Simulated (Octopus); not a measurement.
CdTe (F-43m, No. 216):
```
CELL_PARAMETERS angstrom
      0.00000     3.28211     3.28211
      3.28211     0.00000     3.28211
      3.28211     3.28211     0.00000
ATOMIC_POSITIONS crystal
  Cd 0.00000 0.00000 0.00000
  Te 0.75000 0.75000 0.75000
```
The cell is a database entry, not relaxed again.

Method: LDA in Octopus 16.4; grid spacing about 0.14 Å, Γ-centred 6×6×6 k-mesh, Fermi-Dirac smearing of 0.03 eV, no spin polarisation; PseudoDojo 0.4 LDA potentials. Spin-orbit coupling is left out.

On this mesh LDA separates the highest filled and lowest empty band by 0.40 eV, with a smallest direct gap of 0.40 eV.

Problem. What does PBEsol give on the same cell and mesh, with PseudoDojo 0.4 PBEsol potentials?

Solution. 0.55 eV, smallest direct 0.55 eV.
